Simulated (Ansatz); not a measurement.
**TiS2 (CdI2 type): energy against volume**

TiS2 (CdI2 type)

```yaml
crystal:
  lattice:
    - [3.29787, 0.00000, 0.00000]
    - [-1.64893, 2.85604, 0.00000]
    - [0.00000, 0.00000, 5.33994]
  atoms:
    - { symbol: Ti, position: [0.00000, 0.00000, 0.00000] }
    - { symbol: S, position: [0.33333, 0.66667, 0.26877] }
    - { symbol: S, position: [0.66667, 0.33333, 0.73123] }
```

E(V) scan at fixed shape, V₀ the volume above. The atoms relax within the cell's symmetry.

All values below come from PBEsol-D3(BJ) (plane waves to 420 eV, PAW, scalar-relativistic; Ansatz, an electronic-structure program). k mesh 16×16×9 (Γ-centred), Fermi-Dirac smearing 0.05 eV. The energy includes the smearing's −TS. Compression counts positive. With the shape held, the modulus is that of even scaling; a crystal free to change shape is softer. The PAW data are Ansatz's earlier set. TiS2 is run without spin polarisation. TiS2 was relaxed with its symmetry unable to fall. ΔE is measured from the relaxed starting cell.

```tsv
V/V₀	ΔE (meV/atom)	P (GPa)
0.900	39	8.3
0.917	26	6.5
0.933	16	4.9
0.950	9	3.5
0.967	4	2.2
0.983	1	1.1
1.000	0	0.0
1.017	1	-1.0
1.033	3	-1.8
1.050	7	-2.6
1.067	12	-3.3
1.083	19	-4.0
1.100	26	-4.5
```

Key numbers:

```yaml
pressure_at_the_smallest_volume: 8.3 GPa
energy_cost_of_the_largest_compression: 39 meV/atom
energy_cost_of_the_largest_expansion: 26 meV/atom
Bulk modulus at fixed cell shape B₀ (third-order Birch-Murnaghan fit): 60.5 GPa
Pressure derivative B₀′ (fit): 4.9
equilibrium_volume_of_the_fit: 16.77 Å³/atom
Pressure for 5 % compression (fit): 3.5 GPa
```

(A scan under strain: stresses follow from slopes of the energy per volume, elastic moduli from its curvatures.)
